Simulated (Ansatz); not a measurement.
The relaxed structure here is a generated cell of CdS: the first start was made by placing the elements on the sites of a structure type, and the end was not matched to a known phase here, so it may be hypothetical. Known forms of CdS include space group No. 186, 216.

A relaxed structure of CdS. Space group P6₃/mmc (No. 194). Calculation: PBE (plane waves to 420 eV, PAW, scalar-relativistic; Ansatz, a quantum-chemistry and plane-wave program).

```cif
data_Cd2S2
_chemical_formula_sum 'Cd2 S2'
_space_group_name_H-M_alt 'P 1'
_space_group_IT_number 1
_cell_length_a 4.43205
_cell_length_b 4.43205
_cell_length_c 5.83426
_cell_angle_alpha 90.000
_cell_angle_beta 90.000
_cell_angle_gamma 120.000
loop_
_space_group_symop_operation_xyz
  'x, y, z'
loop_
_atom_site_label
_atom_site_type_symbol
_atom_site_fract_x
_atom_site_fract_y
_atom_site_fract_z
_atom_site_occupancy
Cd1 Cd 0.33333 0.66667 0.25000 1
Cd2 Cd 0.66667 0.33333 0.75000 1
S1 S 0.33333 0.66667 0.75000 1
S2 S 0.66667 0.33333 0.25000 1
```

### Question
What band gap does PBE give?

### Answer
1.02 eV, indirect (valence top at H, conduction bottom at Γ) (no spin-orbit coupling).

### Question
What is the computed smallest direct gap (PBE)?

### Answer
1.28 eV at Γ.

No spin polarisation in the result.

The run could not lose the symmetry of its start, so the end can be a saddle point.

All atoms sit on sites fixed by symmetry, so only the cell could relax.
